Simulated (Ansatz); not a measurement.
RuS$_{2}$:
```yaml
crystal:
  lattice:
    - [5.63192, 0.00000, 0.00000]
    - [0.00000, 5.63192, 0.00000]
    - [0.00000, 0.00000, 5.63192]
  atoms:
    - { symbol: Ru, position: [0.00000, 0.00000, 0.00000] }
    - { symbol: Ru, position: [0.50000, 0.00000, 0.50000] }
    - { symbol: Ru, position: [0.50000, 0.50000, 0.00000] }
    - { symbol: Ru, position: [0.00000, 0.50000, 0.50000] }
    - { symbol: S, position: [0.38791, 0.38791, 0.38791] }
    - { symbol: S, position: [0.11209, 0.61209, 0.88791] }
    - { symbol: S, position: [0.88791, 0.11209, 0.61209] }
    - { symbol: S, position: [0.61209, 0.88791, 0.11209] }
    - { symbol: S, position: [0.61209, 0.61209, 0.61209] }
    - { symbol: S, position: [0.88791, 0.38791, 0.11209] }
    - { symbol: S, position: [0.11209, 0.88791, 0.38791] }
    - { symbol: S, position: [0.38791, 0.11209, 0.88791] }
```

Relaxed with r²SCAN. Special points in fractions of this cell's reciprocal vectors: Γ (0.000, 0.000, 0.000); X (0.000, 0.500, 0.000); M (0.500, 0.500, 0.000); R (0.500, 0.500, 0.500); X1 (0.500, 0.000, 0.000).

**Question.** List the band energies nearest the valence-band maximum at these points for the program Ansatz at the r²SCAN with spin–orbit coupling level (PAW).

**Answer.** In eV from the valence-band maximum; about four levels below and three above (degenerate sets whole), none deeper than 8.9 eV; points with the same levels are listed once.

| k | below | above |
|---|---|---|
| Γ | -0.42 -0.42 -0.25 -0.25 | 0.87 0.87 2.81 2.81 2.81 2.81 |
| X | -0.02 -0.02 -0.02 -0.02 | 2.31 2.31 2.31 2.31 |
| M | -0.09 -0.09 -0.09 -0.09 | 2.66 2.66 2.66 2.66 |
| R | -0.69 -0.69 -0.69 -0.69 -0.69 -0.69 | 2.51 2.51 2.51 2.51 2.51 2.51 |

Space group Pa-3. The r²SCAN relaxation kept the symmetry of its start; phonons on a q-mesh show no instability. No spin polarisation was allowed.

Potentials: the later of the program's two PAW sets.
